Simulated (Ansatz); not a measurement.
# Slab of hcp Zn (10-10), 4 layers

The slab is cut from the hcp crystal, the stable phase, as relaxed on PAW files (15.32 Å³/atom), with 16 Å of vacuum and a dipole correction:

```yaml
crystal:
  lattice:
    - [2.63581, 0.00000, 0.00000]
    - [0.00000, 5.09292, 0.00000]
    - [0.00000, 0.00000, 19.04360]
  atoms:
    - { symbol: Zn, position: [0.00000, 0.75000, 0.42009] }
    - { symbol: Zn, position: [0.50000, 0.25000, 0.46004] }
    - { symbol: Zn, position: [0.50000, 0.75000, 0.53996] }
    - { symbol: Zn, position: [0.00000, 0.25000, 0.57991] }
```

Level of theory: DFT with PBE, scalar-relativistic, in Ansatz 0.2.0; a Γ-centred 14×7×1 k mesh, Fermi–Dirac smearing of 0.1 eV, no spin polarisation. LAPW: all electrons, basis error target 1 meV/atom; PAW: frozen-core files, cutoff 420 eV.

The bulk energy comes from a cell in the slab's orientation on a 14×7×8 mesh. The surface energy is (E(slab) − N·E(bulk))/2A at zero smearing, the mean of both faces; thin slabs carry quantum-size effects.

**Question.** As cut, the LAPW slab lies 1.277 eV above 4 atoms of bulk. What surface energy is that?

**Answer.** Over two faces of 13.42 Å² it is 47.6 meV/Å², and times 16.02 J/m² per eV/Å² that gives γ = 0.762 J/m².

**Question.** What do relaxation and the other method give, and what work function comes out?

**Answer.** 

```csv
method,γ as cut (J/m²),γ relaxed (J/m²),Φ as cut (eV),Φ relaxed (eV)
LAPW,0.762,0.602,4.29,4.23
PAW,0.762,0.601,4.29,4.23
```

**Question.** How do the spacings between the planes relax?

**Answer.** From the bottom face up: d12 -99.9 % of 0.761 Å, d23 +62.5 % of 1.522 Å, d34 -99.9 % of 0.761 Å.

**Question.** What changes if the vacuum is set to 9 Å?

**Answer.** LAPW then gives: no gap, work function 4.25 eV; PAW: no gap, work function 4.25 eV. The program warns that the vacuum is too thin.

**Question.** A field of 0.5 V/Å is applied along the normal, atoms held. What follows?

**Answer.** LAPW finds an induced dipole of 0.2116 e·Å a cell (PAW 0.2116), that is 5.70 Å for 4πα over the area, against 2.47 Å between the outer atoms.

**Question.** A 2p core hole is made on one atom of each kind in every 1×1 cell (PAW hole dataset, neutral cell, valence without spin). What does it cost by layer?

**Answer.** layer 1 1025.43 eV, layer 2 1025.43 eV. Shifts between layers mean more than the absolute values, and a whole layer of holes screens otherwise than one hole.
